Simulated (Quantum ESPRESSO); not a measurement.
## W3GaTaMgAl2 (input and log of a self-consistent run)

Simulated, not a measurement. The program is pw.x of Quantum ESPRESSO 7.5 (plane-wave density functional theory). The cell is made up: eight metal atoms on a face-centred cubic lattice, with elements, volume, strain and displacements drawn at random and not relaxed, so it may be unstable or far from any real phase. PseudoDojo standard norm-conserving files set the functional (PBE unless stated); there is no spin polarisation or spin-orbit coupling, the Fermi-Dirac width of 0.25 eV means electrons at about 2900 K, and the masses in the input are unused placeholders. Heavy elements are run without spin-orbit coupling, which real alloys of them have. A spin test at this wide smearing found no moment, but such smearing suppresses magnetism that the real alloy may have.

Input:

```
&control calculation='scf', pseudo_dir='./dojo.nc.sr.pbe.v0_5.standard.upf', outdir='./o', disk_io='minimal', tprnfor=.true., tstress=.true. /
&system ibrav=0, nat=8, ntyp=5, nbnd=55, ecutwfc=84.00895049, nosym=.true., tot_charge=0,
 occupations='smearing', smearing='fd', degauss=0.0183746611
/
&electrons conv_thr=1.470e-08, electron_maxstep=70, mixing_beta=0.5 /
ATOMIC_SPECIES
Al 1.0 Al.upf
Ga 1.0 Ga.upf
Mg 1.0 Mg.upf
Ta 1.0 Ta.upf
W 1.0 W.upf
CELL_PARAMETERS angstrom
-0.0194 2.091 2.0962
-4.1617 2.1497 -2.116
-4.0882 -6.2977 6.3521
ATOMIC_POSITIONS angstrom
W 0.0101 0.0506 -0.058
Ga -4.0429 -4.1445 4.2018
W -4.1758 -2.0912 2.1717
W -4.1029 0.1255 0.0098
Ta -2.0767 -2.095 4.2282
Mg -2.0981 -0.0351 2.0644
Al -2.1112 2.134 -0.0555
Al -6.2047 -2.013 4.2273
K_POINTS automatic
8 5 3 1 1 1
```

The log is shortened where brackets say so; the opening notice, blank lines, dates and the lines on written files are dropped, and the path of the files is cut. It prints rydbergs, bohrs and kilobars, and counts compression as positive stress. Its total energy is the free energy E - TS of the whole cell.

```
     Program PWSCF v.7.5
     Parallel version (MPI & OpenMP), running on       4 processor cores
     Number of MPI processes:                 4
     Threads/MPI process:                     1
     [start-up lines left out]
     bravais-lattice index     =            0
     lattice parameter (alat)  =       5.5952  a.u.
     unit-cell volume          =     990.1199 (a.u.)^3
     number of atoms/cell      =            8
     number of atomic types    =            5
     number of electrons       =        84.00
     number of Kohn-Sham states=           55
     kinetic-energy cutoff     =      84.0090  Ry
     charge density cutoff     =     336.0358  Ry
     scf convergence threshold =      1.5E-08
     mixing beta               =       0.5000
     number of iterations used =            8  plain     mixing
     Exchange-correlation= PBE
                           (   1   4   3   4   0   0   0)
     [axes and pseudopotential details left out]
   Cartesian axes
     site n.     atom                  positions (alat units)
         1        W      tau(   1) = (   0.0034112   0.0170896  -0.0195889  )
         2        Ga     tau(   2) = (  -1.3654463  -1.3997606   1.4191131  )
         3        W      tau(   3) = (  -1.4103319  -0.7062805   0.7334685  )
         4        W      tau(   4) = (  -1.3857107   0.0423863   0.0033098  )
         5        Ta     tau(   5) = (  -0.7013833  -0.7075639   1.4280294  )
         6        Mg     tau(   6) = (  -0.7086109  -0.0118547   0.6972291  )
         7        Al     tau(   7) = (  -0.7130353   0.7207357  -0.0187445  )
         8        Al     tau(   8) = (  -2.0955712  -0.6798693   1.4277255  )
     number of k points=    60  Fermi-Dirac smearing, width (Ry)=  0.0184
                       cart. coord. in units 2pi/alat
        k(    1) = (  -0.0830668   0.0318188   0.0557720), wk =   0.0333333
        k(    2) = (   0.0370834   0.1497363  -0.0607410), wk =   0.0333333
     [further k points left out]
     Dense  grid:   103061 G-vectors     FFT dimensions: (  36,  60, 120)
     Estimated max dynamical RAM per process >     345.01 MB
     Estimated total dynamical RAM >       1.27 GB
     Initial potential from superposition of free atoms
     starting charge      83.9892, renormalised to      84.0000
     Starting wfcs are   62 randomized atomic wfcs
     total cpu time spent up to now is        7.8 secs
     per-process dynamical memory:   274.7 Mb
     Self-consistent Calculation
     iteration #  1     ecut=    84.01 Ry     beta= 0.50
     Davidson diagonalization with overlap
     ethr =  1.00E-02,  avg # of iterations =  3.2
     Threshold (ethr) on eigenvalues was too large:
     Diagonalizing with lowered threshold
     Davidson diagonalization with overlap
     ethr =  3.93E-04,  avg # of iterations =  4.7
     total cpu time spent up to now is       42.7 secs
     total energy              =    -866.03790961 Ry
     estimated scf accuracy    <       0.35085841 Ry
     iteration #  2     ecut=    84.01 Ry     beta= 0.50
     Davidson diagonalization with overlap
     ethr =  4.18E-04,  avg # of iterations =  8.2
     total cpu time spent up to now is       63.8 secs
     total energy              =    -865.28863873 Ry
     estimated scf accuracy    <      19.31161583 Ry
     iteration #  3     ecut=    84.01 Ry     beta= 0.50
     Davidson diagonalization with overlap
     ethr =  4.18E-04,  avg # of iterations =  7.4
     total cpu time spent up to now is       82.6 secs
     total energy              =    -866.13447028 Ry
     estimated scf accuracy    <       0.34817420 Ry
     iteration #  4     ecut=    84.01 Ry     beta= 0.50
     Davidson diagonalization with overlap
     ethr =  4.14E-04,  avg # of iterations =  2.2
     total cpu time spent up to now is       98.3 secs
     total energy              =    -866.14825259 Ry
     estimated scf accuracy    <       0.15667061 Ry
     iteration #  5     ecut=    84.01 Ry     beta= 0.50
     Davidson diagonalization with overlap
     ethr =  1.87E-04,  avg # of iterations =  2.0
     total cpu time spent up to now is      112.5 secs
     total energy              =    -866.15244135 Ry
     estimated scf accuracy    <       0.20523724 Ry
     [iterations 6 to 9 left out]
     iteration # 10     ecut=    84.01 Ry     beta= 0.50
     Davidson diagonalization with overlap
     ethr =  4.02E-08,  avg # of iterations =  3.0
     total cpu time spent up to now is      184.5 secs
     total energy              =    -866.16823332 Ry
     estimated scf accuracy    <       0.00000487 Ry
     iteration # 11     ecut=    84.01 Ry     beta= 0.50
     Davidson diagonalization with overlap
     ethr =  5.80E-09,  avg # of iterations =  3.2
     total cpu time spent up to now is      198.6 secs
     total energy              =    -866.16823417 Ry
     estimated scf accuracy    <       0.00000045 Ry
     iteration # 12     ecut=    84.01 Ry     beta= 0.50
     Davidson diagonalization with overlap
     ethr =  5.31E-10,  avg # of iterations =  4.1
     total cpu time spent up to now is      215.3 secs
     total energy              =    -866.16823423 Ry
     estimated scf accuracy    <       0.00000019 Ry
     iteration # 13     ecut=    84.01 Ry     beta= 0.50
     Davidson diagonalization with overlap
     ethr =  2.21E-10,  avg # of iterations =  2.1
     total cpu time spent up to now is      227.5 secs
     total energy              =    -866.16823423 Ry
     estimated scf accuracy    <       0.00000089 Ry
     iteration # 14     ecut=    84.01 Ry     beta= 0.50
     Davidson diagonalization with overlap
     ethr =  2.21E-10,  avg # of iterations =  1.1
     total cpu time spent up to now is      239.1 secs
     End of self-consistent calculation
     [lines on levels left out]
!    total energy              =    -866.16823426 Ry
     estimated scf accuracy    <       0.00000001 Ry
     smearing contrib. (-TS)   =      -0.09960982 Ry
     internal energy E=F+TS    =    -866.06862444 Ry
     The total energy is F=E-TS. E is the sum of the following terms:
     one-electron contribution =    -348.13452171 Ry
     hartree contribution      =     207.17992801 Ry
     xc contribution           =    -190.45606953 Ry
     ewald contribution        =    -534.65796121 Ry
     convergence has been achieved in  14 iterations
     Forces acting on atoms (cartesian axes, Ry/au):
     atom    1 type  5   force =     0.01126260   -0.00293768    0.00122528
     atom    2 type  2   force =    -0.00137890   -0.00698207    0.00629533
     atom    3 type  5   force =    -0.01908136    0.00117607   -0.00731752
     atom    4 type  5   force =    -0.01551502   -0.00666728   -0.01070125
     atom    5 type  4   force =     0.02899809    0.01251455   -0.00879492
     atom    6 type  3   force =     0.00559165    0.01376537    0.00428699
     atom    7 type  1   force =    -0.00354686   -0.00798804    0.01543144
     atom    8 type  1   force =    -0.00633019   -0.00288092   -0.00042535
     Total force =     0.052183     Total SCF correction =     0.000596
     Computing stress (Cartesian axis) and pressure
          total   stress  (Ry/bohr**3)                   (kbar)     P=     -132.83
  -0.00067735   0.00006466   0.00001562          -99.64        9.51        2.30
   0.00006466  -0.00101031  -0.00001002            9.51     -148.62       -1.47
   0.00001562  -0.00001002  -0.00102117            2.30       -1.47     -150.22
     init_run     :      6.02s CPU      6.23s WALL (       1 calls)
     electrons    :    230.32s CPU    231.33s WALL (       1 calls)
     forces       :      2.45s CPU      2.47s WALL (       1 calls)
     stress       :      7.83s CPU      8.05s WALL (       1 calls)
     [timing details left out]
     PWSCF        :   4m 8.18s CPU   4m 9.72s WALL
     JOB DONE.
```

In other units: free energy -11784.819 eV for the cell, pressure -13.28 GPa, largest force component 0.746 eV/Å in size. The run took 252 s of wall time with four MPI processes on a shared machine (Intel Xeon, 2023 or later, virtual cores), so the time is rough. A rerun of this cell at a higher cutoff and on a denser mesh moved values by no more than 0.006 eV in energy, 0.10 GPa in stress and 0.010 eV/Å in force, and a second program with other atomic files agreed on that cell to 2 % rms in force and 0.5 GPa in pressure.